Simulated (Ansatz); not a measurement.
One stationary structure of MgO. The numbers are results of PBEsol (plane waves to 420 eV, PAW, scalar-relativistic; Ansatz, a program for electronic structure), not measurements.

```xyz
4
Lattice="2.9289 0.0000 0.0000 -1.4645 2.5365 0.0000 0.0000 0.0000 5.1128" Properties=species:S:1:pos:R:3 pbc="T T T"
Mg     0.0000     0.0000     2.5564
Mg     0.0000     0.0000     0.0000
O      0.0000     1.6910     3.8346
O      1.4645     0.8455     1.2782
```

Q: Determine the symmetry and give the standard cell with its independent sites.

A: Space group P6₃/mmc (No. 194); a = b = 2.929 Å, c = 5.113 Å, α = β = 90.00°, γ = 120.00°

```tsv
atom	site	symmetry	x	y	z
Mg	2a	-3m.	0.0000	0.0000	0.0000
O	2d	-6m2	0.6667	0.3333	0.2500
```

This is the NiAs type.

Q: Give the shortest distances between elements (the closest pairs, up to four, under 3.6 Å).

A: Mg–O 2.12 Å; Mg–Mg 2.56 Å; O–O 2.93 Å.

Volume per atom: 9.50 Å³
Band gap: 4.27 eV, direct at Γ (no spin-orbit coupling)

No spin polarisation in the result.

The run could not lose the symmetry of its start.

The first start was generated by placing the elements on the sites of a structure type. Materials Project lists a structure of MgO in the same space group, P6₃/mmc (No. 194); the sites were not compared with it, nor with measured phases. Known forms of MgO include space group No. 225.
